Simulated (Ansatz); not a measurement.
Sr2ZnMoO6 (space group I4/m)

```yaml
crystal:
  lattice:
    - [-2.78105, 2.78105, 4.00969]
    - [2.78105, -2.78105, 4.00969]
    - [2.78105, 2.78105, -4.00969]
  atoms:
    - { symbol: Sr, position: [0.25000, 0.75000, 0.50000] }
    - { symbol: Sr, position: [0.75000, 0.25000, 0.50000] }
    - { symbol: Zn, position: [0.50000, 0.50000, 0.00000] }
    - { symbol: Mo, position: [0.00000, 0.00000, 0.00000] }
    - { symbol: O, position: [0.28115, 0.19793, 0.47908] }
    - { symbol: O, position: [0.71885, 0.80207, 0.52092] }
    - { symbol: O, position: [0.19793, 0.71885, 0.91678] }
    - { symbol: O, position: [0.80207, 0.28115, 0.08322] }
    - { symbol: O, position: [0.23926, 0.23926, 0.00000] }
    - { symbol: O, position: [0.76074, 0.76074, 0.00000] }
```

The slice is a (1 0 -1) plane (indices of the conventional cell) through the point (0.802, 0.281, 0.083) (fractional), spanned by u = [101] and v = [121] in vectors of this cell: u (5.56 Å) and v (9.76 Å, at 90° to u). It covers one period; positions are fractions (u, v).

The numbers are results of r2SCAN (plane waves to 500 eV, PAW, scalar-relativistic; Ansatz, a quantum-chemistry and plane-wave program), not measurements. k mesh 8×8×8. Near the nuclei the fields are pseudised (PAW); where an atom keeps semicore shells as valence, they peak there. Sr2ZnMoO6 is run without spin polarisation. Sr2ZnMoO6 was relaxed with its symmetry unable to fall.

### Question
Sketch the electron localisation function (ELF) on this plane as a map.

### Answer
| v \ u | 0.00 | 0.14 | 0.29 | 0.43 | 0.57 | 0.71 | 0.86 |
|---|---|---|---|---|---|---|---|
| 0.92 | 0.76 | 0.23 | 0.15 | 0.80 | 0.76 | 0.04 | 0.41 |
| 0.83 | 0.08 | 0.62 | 0.53 | 0.05 | 0.22 | 0.82 | 0.15 |
| 0.75 | 0.34 | x | 0.82 | 0.07 | 0.87 | x | 0.83 |
| 0.67 | 0.09 | 0.67 | 0.58 | 0.03 | 0.65 | 0.87 | 0.48 |
| 0.58 | 0.29 | 0.09 | 0.08 | 0.68 | 0.67 | 0.04 | 0.10 |
| 0.50 | 0.80 | 0.33 | 0.16 | x | x | 0.17 | 0.75 |
| 0.42 | 0.82 | 0.34 | 0.05 | 0.72 | 0.62 | 0.08 | 0.62 |
| 0.33 | 0.04 | 0.72 | 0.72 | 0.02 | 0.33 | 0.69 | 0.14 |
| 0.25 | 0.44 | x | 0.78 | 0.08 | 0.82 | x | 0.71 |
| 0.17 | 0.07 | 0.85 | 0.85 | 0.03 | 0.42 | 0.72 | 0.21 |
| 0.08 | 0.78 | 0.23 | 0.02 | 0.33 | 0.11 | 0.11 | 0.23 |
| 0.00 | x | 0.75 | 0.21 | 0.81 | 0.81 | 0.07 | 0.76 |

Values: electron localisation function (ELF). Points within 0.4 Å of a nucleus are blanked (x), as the pseudised field means little there.
